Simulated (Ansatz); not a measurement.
Values for one crystal, relaxed and computed with r²SCAN in the plane-wave PAW code Ansatz; other levels are named.

| Quantity | Result |
|---|---|
| Volume per atom | 56.72 Å³ |
| Electronic character | metallic (no gap) |
| Density of states at the Fermi level | 1.5 states/eV per atom (mean over ±0.08 eV) |
| Mechanical stability | stable (all eigenvalues of C positive) |
| Hill bulk and shear moduli | 12.1 and 6.0 GPa |
| Debye temperature from the elastic constants | 132 K |
| Young's modulus | 15.4 GPa |

Task: Pick the material that matches.
A. Yb, fcc (Cu type)
B. Ca, fcc (Cu type)
C. Sr, fcc (Cu type)
D. Pb, fcc (Cu type)

Result: C, Sr, fcc (Cu type)

Space group Fm-3m (fcc (Cu type)). The r²SCAN relaxation kept the symmetry of its start. As this level gives no gap, shear constants depend on the k-mesh and smearing (Fermi–Dirac, 0.1 eV here). Spin–orbit coupling is left out wherever it is not named.

Potentials: the later of the program's two PAW sets.
